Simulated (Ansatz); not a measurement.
# Pressure against volume: BiAs

Space group Fm-3m (No. 225). a = 6.033 Å, b = 6.033 Å, c = 6.033 Å, α = 90.00°, β = 90.00°, γ = 90.00°
```
atom  site  symmetry       x       y       z
  As    4a      m-3m  0.0000  0.0000  0.0000
  Bi    4b      m-3m  0.5000  0.0000  0.0000
```

The runs use the primitive cell with vectors (0.000, 3.017, 3.017), (3.017, 0.000, 3.017), (3.017, 3.017, 0.000) Å, to which the k mesh refers.

The structure is cubic, space group Fm-3m (No. 225). Conventional cell: a = 6.033 Å, b = 6.033 Å, c = 6.033 Å, α = 90.00°, β = 90.00°, γ = 90.00°. As (site symmetry m-3m) has 6 Bi at 3.02 Å as nearest neighbours. Bi (site symmetry m-3m) has 6 As at 3.02 Å as nearest neighbours.

The structure comes from a relaxation in the same program, started in the rocksalt type, and has space group Fm-3m. Whether it is a known phase or the ground state wasn't checked.

Spin–orbit coupling is left out, though it moves levels of the heavy atoms by tenths of an eV or more.

Methods: DFT, PBE, all-electron LAPW, scalar-relativistic (Ansatz 0.2.0); DFT, PBE, PAW with Ansatz's default frozen-core files, scalar-relativistic (Ansatz 0.2.0).

For LAPW: a Γ-centred 11×11×11 k mesh, Fermi–Dirac smearing of 0.03 eV, basis error target 0.25 meV/atom, no spin polarisation. PAW takes a cutoff of 420 eV at this cell. The Ansatz runs share mesh, smearing and spin set-up. Plane-wave (PAW) pressures include the program's estimate of the Pulay term.

The cell above is scaled evenly, with fractional coordinates and shape held.

```json
{"V/V(cell)": "0.9405", "V (Å³/atom)": "25.815", "P, LAPW (GPa)": "4.44", "P, PAW (GPa)": "4.42", "free energy over the lowest listed, PAW (meV/atom)": "21.3"}
{"V/V(cell)": "0.9800", "V (Å³/atom)": "26.899", "P, LAPW (GPa)": "1.35", "P, PAW (GPa)": "1.33", "free energy over the lowest listed, PAW (meV/atom)": "2.2"}
{"V/V(cell)": "1.0000", "V (Å³/atom)": "27.448", "P, LAPW (GPa)": "0.02", "P, PAW (GPa)": "0.00", "free energy over the lowest listed, PAW (meV/atom)": "0.0"}
{"V/V(cell)": "1.0200", "V (Å³/atom)": "27.997", "P, LAPW (GPa)": "-1.17", "P, PAW (GPa)": "-1.19", "free energy over the lowest listed, PAW (meV/atom)": "2.1"}
{"V/V(cell)": "1.0600", "V (Å³/atom)": "29.095", "P, LAPW (GPa)": "-3.19", "P, PAW (GPa)": "-3.21", "free energy over the lowest listed, PAW (meV/atom)": "17.4"}
```

(1) What do Birch–Murnaghan fits to the pressures give?

Results:

(1) LAPW: V0 = 27.46 Å³/atom, B0 = 63 GPa, B0′ = 4.5; PAW: V0 = 27.45 Å³/atom, B0 = 63 GPa, B0′ = 4.5.
